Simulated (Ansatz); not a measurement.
**BN: B-11 NMR of the central transition**

Cell: an entry of the Crystallography Open Database (COD), ions relaxed with PBE at fixed cell.

```
CELL_PARAMETERS angstrom
2.49824 0.00000 0.00000
-1.24912 2.16354 0.00000
0.00000 0.00000 6.63570
ATOMIC_POSITIONS crystal
B 0.33333 0.66667 0.25000
B 0.66667 0.33333 0.75000
N 0.33333 0.66667 0.75000
N 0.66667 0.33333 0.25000
```

Sites (sets of like atoms) are named by element and the number of their first atom in this list.

The numbers come from a DFT calculation in Ansatz (LDA, plane waves and PAW, scalar-relativistic, 420 eV cutoff, Γ-centred 14×14×5 k-points, Fermi–Dirac smearing 0.02 eV).

B-11 has I = 3/2 and Q = 40.59 mb (Pyykkö 2018); at 9.4 T its Larmor frequency is ν₀ = 128.4 MHz. Only the quadrupole interaction is simulated: positions count from each site's isotropic chemical shift, and J coupling is left out, as are shift anisotropy and dipolar coupling, which fast spinning averages.

(1) Give C_Q, η, the quadrupolar product P_Q = |C_Q|(1 + η²/3)^½, the second-order isotropic shift and the breadth of the pattern (fast magic-angle spinning) for each B site.

## Answers

(1) 

| site | first shell | C_Q (MHz) | η | P_Q (MHz) | δ_QIS (ppm) | breadth (kHz) |
| --- | --- | --- | --- | --- | --- | --- |
| B | 3 N at 1.44 Å | 2.80 | 0.00 | 2.80 | -11.9 | 3.28 |

δ_QIS = −(ν_Q²/30ν₀²)[I(I+1) − 3/4](1 + η²/3) × 10⁶ ppm with ν_Q = 3|C_Q|/[2I(2I−1)]; it falls as 1/B₀² in ppm, and the breadth as 1/B₀ in kHz.

An axis of threefold or higher order runs through B, so V_zz lies along it and η is zero.
